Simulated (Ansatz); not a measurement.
Input and command of a plane-wave DFT calculation in Ansatz:

```yaml
crystal:
  lattice:
    - [-5.3884039933, -5.3884039933, 5.3884039933]
    - [5.3884039933, -5.3884039933, -5.3884039933]
    - [5.3884039933, 5.3884039933, 5.3884039933]
  atoms:
    - { symbol: Zn, position: [-0.0014523707, -0.0004943919, -0.0100976468] }
    - { symbol: Zn, position: [0.4909227061, 0.748029562, 0.7490684035] }
    - { symbol: Zn, position: [0.250032244, 0.7480611695, -0.0100780118] }
    - { symbol: Zn, position: [0.009095995, 0.7586222287, 0.2566203442] }
    - { symbol: Zn, position: [0.7500246347, -0.0004818685, 0.2490076731] }
    - { symbol: Zn, position: [0.49086038, -0.0004973121, 0.4975342161] }
    - { symbol: Zn, position: [-0.0015451049, 0.240401183, 0.7490442634] }
    - { symbol: Zn, position: [0.7499831702, 0.4995004031, 0.7489944939] }
    - { symbol: Zn, position: [0.501477058, 0.491880269, 0.0005668168] }
    - { symbol: Zn, position: [0.25000231, 0.4995267455, 0.2490167325] }
    - { symbol: Zn, position: [0.0091277258, 0.5071891442, 0.5081768077] }
    - { symbol: Zn, position: [0.7576216919, 0.7586780838, 0.508153854] }
    - { symbol: Zn, position: [0.7423855352, 0.2510396119, 0.0005701733] }
    - { symbol: Zn, position: [0.5015161203, 0.2509860729, 0.2414234611] }
    - { symbol: Zn, position: [0.249957571, 0.2404528488, 0.4975305507] }
    - { symbol: S, position: [0.2500405206, 0.7553676476, 0.7490382338], spin: 0.5 }
    - { symbol: S, position: [0.0001826181, 0.749694959, -0.0014529709] }
    - { symbol: S, position: [0.4998101525, 0.4988663357, 0.7490519318] }
    - { symbol: S, position: [0.2499926856, 0.4988768593, -0.0011663726] }
    - { symbol: S, position: [0.0004618024, 0.5001859504, 0.2496915285] }
    - { symbol: S, position: [0.7506509553, 0.7499864691, 0.2496856782] }
    - { symbol: S, position: [0.4995472388, 0.7497228514, 0.4992356285] }
    - { symbol: S, position: [0.0058475418, -0.0004544877, 0.7490279028], spin: 0.5 }
    - { symbol: S, position: [0.7493091909, 0.2493204313, 0.7490397898] }
    - { symbol: S, position: [0.4941610417, 0.2436808284, -0.0067896364], spin: 0.5 }
    - { symbol: S, position: [0.2500082521, 0.249349355, 0.2483744738] }
    - { symbol: S, position: [0.0001711705, 0.2490869801, 0.4992324076] }
    - { symbol: S, position: [0.7506503102, 0.5001845199, 0.4994817497] }
    - { symbol: S, position: [0.7493899938, -0.000466947, -0.0011600121] }
    - { symbol: S, position: [0.4998440363, -0.0004779753, 0.2483986854] }
    - { symbol: S, position: [0.2499790801, -0.0004347076, 0.5048035884], spin: 0.5 }
  host:
    lattice:
      - [0.0, 2.6942019967, 2.6942019967]
      - [2.6942019967, 0.0, 2.6942019967]
      - [2.6942019967, 2.6942019967, 0.0]
    atoms:
      - { symbol: Zn, position: [0.0, 0.0, 0.0] }
      - { symbol: S, position: [0.75, 0.75, 0.75] }
total_charge: -2
basis:
  ecutwfc: 500
  xc_grid: 3
kpoints:
  mp_grid: { grid: [2, 2, 2], shift: [0.5, 0.5, 0.5] }
hamiltonian:
  xc: r2scan
scf:
  occupations: { method: gaussian, width: 0.01 }
output:
  forces: true
  stress: false
  eigenvalues: true
  populations: true
  charged_corrections:
    defect_position: [0.25, 0.0, 0.75]
    epsilon: [[8.5167, 0.0, 0.0], [0.0, 8.5167, 0.0], [0.0, 0.0, 8.5167]]
  write_density: true
  write_potential: true
  elf: true
  volumetric_format: npy
magnetization:
  spin_polarized: true
relax:
  adjacent_minimum: "off"
  f_tol: 0.025
  max_steps: 45
```

```bash
ansatz run input.yaml --threads 8 --pin off --max-ram 20480MiB --backend cpu --events-out ev --progress --plain --runs-dir out
```

Processor: Intel(R) Xeon(R) Processor @ 2.10GHz (Emerald Rapids), 8 threads, on a host shared with other jobs.

Question: Estimate time, memory and problem size.

Answer: About 2.8 min on 8 threads of Intel(R) Xeon(R) Processor @ 2.10GHz (Emerald Rapids) (shared host), peak memory 5.4 GiB. It solves 171 bands at 4 k points (the mesh reduced by the symmetry that the task leaves, which can be less than the crystal's) with about 15947 plane waves, in 19 SCF iterations over 2 ionic steps.
